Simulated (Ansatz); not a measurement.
**Debugging a calculation of SnTe3**

The input below was meant for crystalline SnTe3, with PBE, plane waves and PAW in Ansatz.

```yaml
crystal:
  lattice:
    - [0.0, 3.861219, 3.861219]
    - [3.861219, 0.0, 3.861219]
    - [3.861219, 3.861219, 0.0]
  atoms:
    - { symbol: Sn, position: [0.0, 0.0, 0.0] }
    - { symbol: Te, position: [0.25, 0.25, 0.25] }
    - { symbol: Te, position: [0.75, 0.75, 0.75] }
    - { symbol: Te, position: [0.5, 0.5, 0.5] }
basis:
  ecutwfc: 420
kpoints:
  mp_grid: { grid: [10, 10, 10] }
hamiltonian:
  xc: pbe
scf:
  occupations: { method: gaussian, width: 0.1 }
  max_iter: 2
  convergence: { accept_max_iter: true }
  initial_density: { chi_scale: 0, normalization: atom }
output:
  forces: true
  stress: true
  eigenvalues: true
```

The program printed (HF is the Harris–Foulkes energy, dr2 the density residual in eV):

```text
Warning: output.stress: scf.convergence.accept_max_iter lets an SCF close with its threshold on dr2 unmet. What such a close leaves in the stress no threshold then bounds, and a free energy that looks settled does not show it. To mend it, remove scf.convergence.accept_max_iter
Pseudopotential: Sn, paw, valence charge 14, recommended cutoff 420 eV (normal)
Pseudopotential: Te, paw, valence charge 16, recommended cutoff 420 eV (normal)
Crystal: 4 atoms, lattice volume = 115.134 Å³
Basis set: ecut = 420 eV, 2229 PW (Γ), exchange–correlation on 80×80×80 points (8 copies of the dense FFT grid, shifted against one another)
Bands: 38, of which v1, the nominal top of the filled ones, is band 31 counted from 1 (30 counted from 0)
Symmetry: 48 space group operations
Space group: Fm-3m (ITA 225), of the structure as read, at distance tolerance 4.9e-5 Å
k-points: 47 of 1000
Initial density: superposition of atomic densities
SCF iter   1: HF=-26963.502935 eV  Δρ=1.11e-2  dr2=2.95e-1
SCF iter   2: F=-26963.417577 eV  HF=-26963.461403 eV  Δρ=6.59e-3  dr2=8.30e-2
stopped at the declared iteration budget: scf.max_iter = 2 spent with dr2 = 8.3e-2 eV against the standard gate 1.0e-7 eV (scf.convergence.accept_max_iter; the run is reported unconverged — every observable carries the unconverged density's error)
SCF 1 stopped at its iteration budget after 2 iterations (unconverged): F = -26963.417577 eV  dr2 = 8.30e-2
SCF stopped at the declared iteration budget after 2 iterations (unconverged)
Free energy (F): -26963.417577 eV
E sigma→0 (E₀):  -26963.411068 eV
Entropy (-TS):   -0.013018 eV (-3.254 meV/atom)
Fermi energy:    10.762845 eV
--- Forces (eV/Å), atoms counted from 1 ---
  atom   1  Sn    -0.00000000     0.00000000    -0.00000000
  atom   2  Te     0.00000000     0.00000000     0.00000000
  atom   3  Te     0.00000000     0.00000000    -0.00000000
  atom   4  Te    -0.00000000    -0.00000000     0.00000000
--- Stress (GPa, compression-positive) ---
        0.224946       0.000000       0.000000
        0.000000       0.224946      -0.000000
        0.000000      -0.000000       0.224946
  P = ⅓ Tr σ = 0.2249 GPa (2.249 kbar)
```

Question: What is the cause?
A. An unconverged density accepted at the iteration limit
B. A cutoff far under the potentials' need
C. Plain mixing at a large step in a long cell
D. Fixed occupations on a metal
E. Lattice vectors in bohr read as angstrom

Answer: A. The numbers come from a density that isn't self-consistent. The cure is a higher limit and no acceptance.

The change to the input (which also takes the starting density of the reference run):

```diff
 scf:
-  max_iter: 2
-  convergence: { accept_max_iter: true }
-  initial_density: { chi_scale: 0, normalization: atom }
```

Result of the mended run: no gap, a pressure of 0.00 GPa.